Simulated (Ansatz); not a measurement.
Property card for MgO

MgO:
```xyz
12
Lattice="5.5220 0.0000 0.0000 0.0000 5.5220 0.0000 0.0000 0.0000 5.5220" Properties=species:S:1:pos:R:3 pbc="T T T"
Mg     1.3805     0.0000     2.7610
Mg     4.1415     0.0000     2.7610
Mg     2.7610     4.1415     0.0000
Mg     2.7610     1.3805     0.0000
Mg     0.0000     2.7610     4.1415
Mg     0.0000     2.7610     1.3805
O      1.3805     2.7610     0.0000
O      4.1415     2.7610     0.0000
O      0.0000     4.1415     2.7610
O      0.0000     1.3805     2.7610
O      2.7610     0.0000     4.1415
O      2.7610     0.0000     1.3805
```

Space group Pm-3n (No. 223); conventional cell a = b = c = 5.522 Å, α = β = γ = 90.00°.

Method: LDA in the plane-wave PAW code Ansatz. Structure relaxed to zero pressure with the same functional. Other levels are named where they apply.

### Cell and energy

```
Item                                                           Value
-----------------------------------------------------  -------------
Volume per atom                                             14.03 Å³
Density                                                   2.38 g/cm³
Formation energy from the elements (no fitted shifts)  -2.68 eV/atom
```

### Electronic structure

```
Property                                                  Result
-----------------------  ---------------------------------------
Band gap                   2.87 eV (smallest direct gap 2.87 eV)
Valence-band maximum     on the M–Γ line, 92 % of the way from M
Conduction-band minimum                                     at Γ
Electron effective mass                      0.40 mₑ (isotropic)
```

### Mechanics

```
Quantity                                                                      Result
--------------------------------------------  --------------------------------------
Bulk modulus (Birch–Murnaghan fit)                                           105 GPa
Pressure derivative B′                                                           4.0
Elastic constants (relaxed ions, GPa)              C11 = 200, C12 = 57.4, C44 = 20.0
Mechanical stability                          stable (all eigenvalues of C positive)
Hill bulk and shear moduli                                          105 and 34.2 GPa
Young's modulus                                                             92.6 GPa
Poisson's ratio                                                                 0.35
Debye temperature from the elastic constants                                   526 K
```

### Dielectric response

```
Quantity                                                                Value
--------------------------------------------------------  -------------------
Electronic dielectric constant ε∞ (DFPT)                                 2.64
Static dielectric constant ε0 (ions relaxed, cell fixed)                 4.58
Born charges (a third of the trace)                       Mg +1.68, O -1.68 e
```

### Phonons

```
Item                                                                       Value
--------------------------------------------------  ----------------------------
Highest zone-centre frequency (without LO–TO term)                      705 cm⁻¹
Zone-centre stability                                     no imaginary mode at Γ
Dynamical stability on the path                     stable (no imaginary branch)
Zero-point energy                                                  75.7 meV/atom
Vibrational entropy at 300 K                             15.3 J/(K·mol of atoms)
```

The first step of the workflow began from a Materials Project structure, measured or hypothetical; the Crystallography Open Database copy checked does not list it. It is not the phase usual at ambient conditions (space group No. 225). The LDA relaxation kept the symmetry of its start. The references are the lowest solids computed at this level, not always the standard phases (solids in place of the gases).

Potentials: the later of the program's two PAW sets.
